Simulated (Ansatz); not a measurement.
The start is a relaxed SnO cell displaced along its unstable phonon at q = Γ (188i cm⁻¹), largest move 0.15 Å. The structure is fully relaxed (lattice and positions, P = 0) with PBE (plane waves to 420 eV, PAW, scalar-relativistic; Ansatz, a first-principles code). The first steps use a coarse 7×7×11 k-mesh.

Input geometry:
```
CELL_PARAMETERS angstrom
      3.22882    -3.65225     0.00000
      3.22882     3.65225     0.00000
      0.00000     0.00000     2.97665
ATOMIC_POSITIONS crystal
  Sn 0.27986 0.27544 0.00000
  Sn 0.72014 0.72456 0.00000
  O  0.35261 0.69385 0.50000
  O  0.64739 0.30615 0.50000
```

Task: By how much does the energy per atom fall from start to end?

Result: 0.23 eV/atom.

Task: Is the relaxed structure metallic? Give its gap.

Result: Zero (metallic).

Task: What does it relax into? Give the structure.

Result: 
Space group Pmma (No. 51); a = 5.9401 Å, b = 3.3027 Å, c = 3.8116 Å, α = β = γ = 90.00°

```csv
atom,site,symmetry,x,y,z
Sn,2e,mm2,0.2500,0.0000,0.1137
O,2f,mm2,0.2500,0.5000,0.4364
```

Final values are on a 8×14×12 k-mesh of the relaxed cell. No spin polarisation in the result.

The run could not lose the symmetry of its start, so the end can be a saddle point.

The relaxed structure here is a generated cell of SnO: the first start was made by placing the elements on the sites of a structure type, and the end was not matched to a known phase here, so it may be hypothetical. Known forms of SnO include space group No. 129.
